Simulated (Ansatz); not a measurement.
Stability checks on a candidate for Sc5Al

The cell was found from a structure generator's guess, not taken from experiment.

Theory: Ansatz 0.2.0, DFT PBE, scalar-relativistic, plane waves, PAW. Cutoff 420 eV, Γ-centred 12×12×8 mesh (6-atom cell), Gaussian smearing of 0.10 eV, no spin polarisation.

```xyz
6
Lattice="5.5912 0.0000 0.0000 -2.7956 4.8421 0.0000 0.0000 0.0000 5.0647" Properties=species:S:1:pos:R:3 pbc="T T T"
Sc   -1.9151    3.3170    0.0000
Sc    3.8302    0.0000    0.0000
Sc    0.8805    1.5251    0.0000
Sc    0.0000    3.2281    2.5324
Sc    2.7956    1.6140    2.5324
Al    0.0000    0.0000    2.5324
```

Energies over the elements count from the elements' standard structures at the same level, with no fitted energy shifts.

Problem. These tests were run: energy against the elements; random kick, then relaxation without symmetry; phonons on a 2×2×1 q mesh; elastic tensor. What do they show?

Solution.

```json
{"test": "energy against the elements", "result": "−0.11 eV/atom"}
{"test": "random kick, then relaxation without symmetry", "result": "returns"}
{"test": "phonons on a 2×2×1 q mesh", "result": "no imaginary mode on the mesh"}
{"test": "elastic tensor", "result": "least eigenvalue 23 GPa"}
```

It fails none of these tests. Other phases of the system weren't compared here, so this isn't yet thermodynamic stability.

The cell is a metal run without spin, though a test with spin on the coarse mesh kept 0.4 μB a cell, so a magnetic state probably lies lower. The kick test ran on a coarse mesh. The run for the phonons used a 12×12×8 k mesh and Fermi–Dirac smearing of 0.15 eV. The run for the elastic tensor used a 12×12×8 k mesh and Fermi–Dirac smearing of 0.15 eV.
